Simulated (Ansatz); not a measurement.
A: Ru (hcp, Mg type), a = 2.722 Å, b = 2.722 Å, c = 4.291 Å, α = 90.00°, β = 90.00°, γ = 120.00°
B: Cd (hcp, Mg type), a = 3.016 Å, b = 3.016 Å, c = 5.819 Å, α = 90.00°, β = 90.00°, γ = 120.00°
C: Co (hcp, Mg type), a = b = 2.4939 Å, c = 4.0318 Å, α = β = 90.00°, γ = 120.00°

Scan: energy against volume (even scaling of the relaxed cell, symmetry kept). All come from one method, each on a k mesh of its own. All were relaxed with their symmetry unable to fall. Relaxed Co ends ferromagnetic. Ru is run without spin polarisation. The relaxed volume of Cd is well above the measured one; the method has no dispersion term. The magnetic order is the one the run started from; other orders were not tried. (This holds for the magnetic or f-shell members.)

Q: Order them by bulk modulus at fixed cell shape (fitted) (highest first) at the level PBE (plane waves to 420 eV, PAW, scalar-relativistic; Ansatz, a program for electronic structure).

A: A (311 GPa), C (212 GPa), B (44.2 GPa)

(Under strain, the slope of the energy per volume gives the stress and its curvature an elastic modulus.)
